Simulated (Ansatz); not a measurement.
V, one cell by several methods

```yaml
crystal:
  lattice:
    - [-1.51300, 1.51300, 1.46761]
    - [1.51300, -1.51300, 1.46761]
    - [1.51300, 1.51300, -1.46761]
  atoms:
    - { symbol: V, position: [0.00000, 0.00000, 0.00000] }
```

The cell comes from COD entry 7101267, which wasn't checked; take it as a given geometry. The listed cell was then made from it by scaling, straining or moving an atom.

Levels of theory: DFT, PBEsol, PAW with Ansatz's default frozen-core files, scalar-relativistic (Ansatz 0.2.0); DFT, PBEsol, all-electron LAPW, scalar-relativistic (Ansatz 0.2.0).

For PAW: a Γ-centred 19×19×19 k mesh, Fermi–Dirac smearing of 0.03 eV, cutoff 420 eV, spin-polarised from start moments V 1.5 μB (the moments died away, and the run ended non-magnetic); the PAW files were made with PBE, and the program remakes their frozen cores for this functional. LAPW targets a basis error of 1 meV/atom. The Ansatz runs share mesh, smearing and spin set-up. Plane-wave (PAW) pressures include the program's estimate of the Pulay term.

Stress and pressure are positive in compression.

PAW results:

```
       quantity    PAW
 pressure (GPa)  -6.85
stress xx (GPa)  -8.12
stress zz (GPa)  -4.32
```

Question: What does full-potential LAPW give for the same quantities?

Answer: 
```json
{"quantity": "pressure (GPa)", "LAPW": "-6.89"}
{"quantity": "stress xx (GPa)", "LAPW": "-8.16"}
{"quantity": "stress zz (GPa)", "LAPW": "-4.36"}
```
